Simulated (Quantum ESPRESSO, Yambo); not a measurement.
For K₂NaScF₆ (space group Fm-3m, No. 225), Yambo gives the independent-particle static dielectric constant along x as 2.23 on LDA bands and 1.94 after a scissor of 4.04 eV widens every gap (4×4×4 mesh, 133 bands, 3 Ry local-field block, 0.2 eV broadening).

Task: A scissor keeps the position matrix elements. In a one-oscillator model, how does ε − 1 scale, and what mean transition energy do the two values imply?

Result: Each transition adds |r|²/E to ε − 1, so ε − 1 ∝ 1/(E0 + Δ). Then (1.94 − 1)/(2.23 − 1) = E0/(E0 + Δ) = 0.764, and E0 = Δ(ε' − 1)/(ε − ε') = 13.1 eV. The computed Im ε, weighted by 1/E up to 20 eV, has its mean at 11.3 eV; the smallest direct LDA gap is 6.41 eV. The scissor comes from a G0W0 run whose convergence isn't established. Convergence of the RPA response with its 4×4×4 mesh was not tested.

Bands from Quantum ESPRESSO.

Geometry of the Materials Project entry, not relaxed at this level; primitive cell a = 6.0880 Å, b = 6.0880 Å, c = 6.0880 Å, α = 60.00°, β = 60.00°, γ = 60.00°.
